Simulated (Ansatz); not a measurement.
Input:

YPd₃:
```
CELL_PARAMETERS angstrom
      4.01602     0.00000     0.00000
      0.00000     4.01602     0.00000
      0.00000     0.00000     4.01602
ATOMIC_POSITIONS crystal
  Y  0.00000 0.00000 0.00000
  Pd 0.50000 0.50000 0.00000
  Pd 0.00000 0.50000 0.50000
  Pd 0.50000 0.00000 0.50000
```

This is the LDA-relaxed structure.

### Question
All from plane-wave PAW LDA (Ansatz code), unless another level is named. Estimate the Young's modulus.

### Answer
176 GPa.

### Question
Next, the elastic constants (relaxed ions, GPa)?

### Answer
C11 = 223, C12 = 132, C44 = 85.3.

### Question
Predict the highest zone-centre frequency.

### Answer
24.6 meV.

Space group Pm-3m (Cu3Au type). The workflow started from a Materials Project entry (that database holds measured and hypothetical structures alike); the Crystallography Open Database files this formula in space group No. 221, but the cells were not matched. Its standing as an ambient phase is unchecked. The cell was relaxed with LDA under the symmetry of its start; of distortions, only those at the zone centre were tested. No spin polarisation was allowed. As this level gives no gap, shear constants depend on the k-mesh and smearing (Fermi–Dirac, 0.1 eV here).

Potentials: the later of the program's two PAW sets.
